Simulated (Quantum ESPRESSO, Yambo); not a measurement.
At a photon energy of 11.50 eV, RPA with local fields on LDA bands shifted by a G0W0 scissor of 3.34 eV (Quantum ESPRESSO and Yambo; 4×4×2 mesh, 99 bands, 3 Ry local-field block, 0.2 eV broadening) gives ε = 1.76 + 2.65i for KBH$_{4}$ (space group P2_1/m, No. 11, within 0.06 Å of P4_2/nmc), field along x. Axes are Cartesian, with cell vectors (Å) (4.66, 0.00, 0.00), (0.00, 4.68, 0.00), (-0.01, 0.00, 6.55).

Task: Work out n, κ, the normal-incidence reflectivity, the absorption coefficient and the penetration depth.

Result: 
|ε| = 3.18; n = √((|ε| + ε1)/2) = 1.57, κ = √((|ε| − ε1)/2) = 0.84. R = ((n − 1)² + κ²)/((n + 1)² + κ²) = 0.14. α = 2Eκ/(ħc) with ħc = 197.327 eV nm: 0.0983 per nm = 9.8 × 10⁵ per cm, a 1/e depth of 10 nm. The computed direct gap is 9.02 eV, and the energy scale of the real crystal may differ from it. Excitonic effects are left out, and values at one energy depend on mesh and broadening. The scissor comes from a G0W0 run whose convergence isn't established. Convergence of the RPA response with its 4×4×2 mesh was not tested.

Geometry of the Materials Project entry, not relaxed at this level; primitive cell a = 4.663 Å, b = 4.678 Å, c = 6.549 Å, α = γ = 90.00°, β = 90.07°.

The structure is a Materials Project entry; no match was found in the copy of COD used, and its stability was not checked.
